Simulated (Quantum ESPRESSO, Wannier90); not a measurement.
# Wannierisation of TaS2 (R-3m)

```
CELL_PARAMETERS angstrom
     -1.69172     2.93014     0.00000
     -3.38344     0.00000     0.00000
     -1.69172     0.97671     6.35141
ATOMIC_POSITIONS crystal
  Ta 0.00000 0.00000 0.00000
  S  0.25387 0.25387 0.23838
  S  0.74613 0.74613 0.76162
```

Cell from Materials Project (mp-555037), symmetrised, no further relaxation. COD (Crystallography Open Database) has the formula in 4 space groups, this one among them (matched by group alone). Method: PBEsol plane waves in Quantum ESPRESSO 7.5 (PseudoDojo norm-conserving files, 47 Ry, no spin polarisation, no spin-orbit coupling), Bloch states on a 10×10×10 mesh through Γ, Wannier90 4.0.1. Density: 10×10×10 mesh, cold smearing 0.01 Ry. The cell is built of weakly bound layers, chains or molecules, whose nearest atoms lie 3.85 Å apart. Database cells relaxed without dispersion often hold them too far apart, which can enlarge gaps and weakens couplings between them; spacing and stacking were not compared with the measured crystal. Spin-orbit coupling is left out although heavy elements are present.

Valence charges of the files: Ta 13, S 6. 27 bands were computed.

Isolated groups of bands, relative to the Fermi level (bands from 7 on overlap up to the last one computed):

```
bands  from (eV)  to (eV)  filling            weight on atomic waves
-----  ---------  -------  -------  --------------------------------
1         -68.83   -68.81   filled                        Ta 5s 98 %
2–4       -35.49   -35.19   filled                        Ta 5p 98 %
5–6       -14.69   -12.46   filled  S 3s 78 %, Ta 5d 11 %, Ta 6s 8 %
```

Wanted is a model with the orbitals Ta d, S p, without the filled groups that are mainly made of other shells (semicore states, and anion s where it isn't named); all higher bands stay in for disentanglement.

**Question.** Give num_wann, exclude_bands and num_bands, and the number of electrons that the model holds.

**Answer.** Electrons: 1×13 + 2×6 = 25, or 12.5 bands' worth; no gap over 0.05 eV opens at the Fermi level at this level of theory.
num_wann = 1×5 + 2×3 = 11.
exclude_bands = 1-6, 6 bands, so num_bands = 27 − 6 = 21.
The model holds 25 − 2×6 = 13 electrons. With the window frozen to 1.50 eV it follows pw.x to 1.3 meV rms (states up to 1.0 eV relative to the Fermi level).
